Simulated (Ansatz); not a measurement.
Sr3Ti2O7 (space group I4/mmm)

```xyz
12
Lattice="-1.9429 1.9429 10.1063 1.9429 -1.9429 10.1063 1.9429 1.9429 -10.1063" Properties=species:S:1:pos:R:3 pbc="T T T"
Sr     0.0000     0.0000     6.3824
Sr     0.0000     0.0000    13.8302
Sr     0.0000     0.0000    10.1063
Ti     0.0000     0.0000     1.9769
Ti     0.0000     0.0000    18.2357
O      1.9429     0.0000     8.1608
O      0.0000     1.9429     1.9455
O      0.0000     1.9429     8.1608
O      1.9429     0.0000     1.9455
O      0.0000     0.0000    16.2889
O      0.0000     0.0000     3.9237
O      0.0000     0.0000     0.0000
```

The volume is varied about the relaxed value V₀ at fixed cell shape. The atoms relax within the cell's symmetry.

The numbers are results of PBEsol (plane waves to 420 eV, PAW, scalar-relativistic; Ansatz, an electronic-structure program), not measurements. k mesh 10×10×10 (Γ-centred), Fermi-Dirac smearing 0.05 eV. Stress and pressure are positive under compression. Sr3Ti2O7 is run without spin polarisation. Sr3Ti2O7 was relaxed with its symmetry unable to fall.

At one point of the scan the stress tensor (GPa) is:

```
   15.6      0.0      0.0
    0.0     15.6      0.0
    0.0      0.0     15.3
```

Which point is it?
A. V/V₀ = 0.973
B. V/V₀ = 0.840
C. V/V₀ = 0.867
D. V/V₀ = 0.920

D, V/V₀ = 0.920

(A scan under strain: stresses follow from slopes of the energy per volume, elastic moduli from its curvatures.)
